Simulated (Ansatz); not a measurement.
Fe3Ni (Cu3Au type, Pm-3m), r²SCAN (plane waves, PAW; program Ansatz), all energies at zero smearing, with the estimated change up to a 700 eV cutoff added, with one set of potentials and settings (totals compare only within such a set). Cell of 4 atoms (3 Fe, 1 Ni): -19302.905 eV.

| element | reference phase | E (eV/atom) |
|---|---|---|
| Fe | Im-3m, 1 atoms in the cell, spin-polarised | -4485.8961 |
| Ni | Fm-3m, 1 atoms in the cell, spin-polarised | -5845.2912 |

Formation energy per atom, worked out: (-19302.905 − 3×(-4485.8961) − 1×(-5845.2912))/4 = 0.019 eV/atom (2 kJ per mol of atoms), at 0 K, without zero-point energy or fitted corrections.

The first step of the workflow began from a Materials Project structure, measured or hypothetical; the Crystallography Open Database copy checked does not list it. Whether it is the stable phase at ambient conditions was not checked. The r²SCAN relaxation kept the symmetry of its start; its stability against distortions is not shown here. The final state is ferromagnetic, chosen from 5 collinear starts compared on coarse meshes (ties went to the first, and starts can fall back to one state), not a proven ground state. Other orbital occupations within this spin state were not tried. The references are the lowest solids computed at this level, not always the standard phases.

Potentials: the later of the program's two PAW sets.
